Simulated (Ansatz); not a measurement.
A generator proposed this cell of CaTiSe₃.

```cif
data_structure
_symmetry_space_group_name_H-M 'Pm-3m'
_symmetry_Int_Tables_number 221
_cell_length_a 5.0381
_cell_length_b 5.0381
_cell_length_c 5.0381
_cell_angle_alpha 90.000
_cell_angle_beta 90.000
_cell_angle_gamma 90.000
_cell_volume 127.88
loop_
_atom_site_label
_atom_site_type_symbol
_atom_site_symmetry_multiplicity
_atom_site_Wyckoff_symbol
_atom_site_fract_x
_atom_site_fract_y
_atom_site_fract_z
_atom_site_occupancy
Ca1 Ca 1 b 0.50000 0.50000 0.50000 1
Ti1 Ti 1 a 0.00000 0.00000 0.00000 1
Se1 Se 3 d 0.50000 0.00000 0.00000 1
```

All numbers below come from DFT PBE, scalar-relativistic, plane waves, PAW in Ansatz. Plane waves to 420 eV, a k mesh through Γ of 4×4×4 on the computed 5-atom cell and Gaussian smearing (0.10 eV); collinear spin from starting moments 0.0 1.0 0.0 0.0 0.0 μB.

Energies over the elements count from the elements' standard structures at the same level, with no fitted energy shifts.

Q: Estimate its pressure, forces and energy as it stands.

A: The pressure is -2.0 GPa (it wants to contract), the largest force is 0.00 eV/Å (symmetry fixes the atoms), and the energy is −1.13 eV/atom against the elements. The shortest distance is 2.52 Å.

Q: Is it a good guess?

A: A good one: relaxing gains under 0.1 eV/atom (the start's value is from the coarse mesh, so the gain is rough) in 4 ionic steps and ends at −1.13 eV/atom on the finer mesh. The symmetry stays Pm-3m (No. 221). The end has the cubic perovskite type. The volume per atom shrinks by 2.8 %, from 25.6 to 24.9 Å³. The shortest distance goes from 2.52 Å (Ti–Se) to 2.50 Å (Ti–Se). Conventional cell: a = 4.991 Å. Around Ca lie 12 Se at 3.53 Å; around Ti lie 6 Se at 2.50 Å; Se has 2 Ti at 2.50 Å, 4 Ca at 3.53 Å and 8 Se at 3.53 Å.

The last run used an 8×8×8 mesh for its 5-atom cell and Gaussian smearing of 0.10 eV. The reference form of Se is held partly by dispersion forces, which this level lacks. The relaxation can't lower the symmetry of the start, and the grade says only how near the guess is to its own end. Symmetry constrained the relaxation, so the result can be a saddle point.
